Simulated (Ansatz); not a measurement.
## GdSi3Ir: Ir vacancy

Level of theory: PBEsol, collinear spin, scalar-relativistic; Ansatz, plane waves to 420 eV (PAW set soft_2), k-mesh 4×4×2 shifted by half a step.

The relaxed host crystal (no gap at this level of theory):

```yaml
crystal:
  lattice:
    - [-2.08173, 2.08173, 4.88256]
    - [2.08173, -2.08173, 4.88256]
    - [2.08173, 2.08173, -4.88256]
  atoms:
    - { symbol: Gd, position: [0.00171, 0.00171, 0.00000] }
    - { symbol: Ir, position: [0.34656, 0.34656, 0.00000] }
    - { symbol: Si, position: [0.58421, 0.58421, 0.00000] }
    - { symbol: Si, position: [0.23452, 0.73452, 0.50000] }
    - { symbol: Si, position: [0.73452, 0.23452, 0.50000] }
```

Supercell of 20 atoms, rows of the matrix [[-1,1,0],[-1,-1,-2],[-1,-1,0]] times the cell vectors; Ir vacancy at (0.347, 0.347, 0.000) in fractions of the cell above. Atoms are relaxed at the host's cell, from a start shaken by 0.03 Å near the defect. The cell loses 1 of its 4 Ir, so this is a heavily defective crystal.

Distances from the empty Ir site (Å), by shell of the perfect crystal:

```
shell      perfect crystal    relaxed, charge 0
 5 Si  2.35 (2.32 to 2.35)  2.21 (2.18 to 2.23)
```

| charge | moment of the cell (μB) | gap of the cell on the mesh (eV) |
| --- | --- | --- |
| 0 | 27.37 | 0.00 |

At charge 0 the unpaired electrons sit on atoms with moments (μB): 4 Gd of 6.90.

Formation energy of the neutral defect: 3.71 eV, taking atoms from and to the elements' standard states (no corrections for gases), so it belongs to those chemical potentials alone.

Caveats: Gd without a U keeps its half-filled shell, but its 4f levels lie too near the Fermi level; open f or d shells may hold a state above the lowest; small supercell, so energies and levels can be off by tenths of an eV; one random start near the defect, so other minima are possible.
